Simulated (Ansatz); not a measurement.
# WC: field gradients at two levels of theory

Cell: an entry of the Crystallography Open Database (COD), whose atoms a relaxation with PBE at fixed cell left in place.

```yaml
crystal:
  lattice:
    - [2.89820, 0.00000, 0.00000]
    - [-1.44910, 2.50991, 0.00000]
    - [0.00000, 0.00000, 2.83140]
  atoms:
    - { symbol: W, position: [0.00000, 0.00000, 0.00000] }
    - { symbol: C, position: [0.66667, 0.33333, 0.50000] }
```

Atoms are numbered from 1 in the order listed; like atoms form one site, named after its first atom.

First run. All values are calculated (Ansatz; DFT, PBE, plane waves and PAW, scalar-relativistic, collinear spin, 420 eV cutoff, Γ-centred 18×18×16 k-points, Fermi–Dirac smearing 0.05 eV), not measured. Start moments as typed (μB): 2 on each W, none on the rest.

```
site  atom  V_zz (10²¹ V/m²)     η
   W     1            -13.57  0.00
   C     2             0.065  0.00
```

Second run. The same atoms and settings, except that the functional is r2SCAN and the cutoff is 500 eV.

Question: Given the first result, estimate the second.

Answer: 

| site | atom | V_zz | η | change of V_zz |
| --- | --- | --- | --- | --- |
| W | 1 | -13.48 | 0.00 | +0.09 |
| C | 2 | 0.054 | 0.00 | -0.01 |

The largest change of V_zz is on W, from -13.57 to -13.48. In per cent, |V_zz| changes by -1 on W (all sites that start above 2).

With no gap above 0.1 eV, as in a metal, the gradients converge slowly in k; expect changes of a tenth or more on a denser mesh. Without spin–orbit coupling the gradients at and beside W can be off by some per cent, at some sites by more. The start moments die out, and the run ends without spin.
For the first run: At this cell the PBE pressure is 9 GPa, so with PBE the cell would grow if it were relaxed.
For the second run: At this cell the principal stresses reach 5 GPa in size with r2SCAN, which can matter for small gradients. The program didn't check the stability of this electronic state in full, so a lower one may lie near.
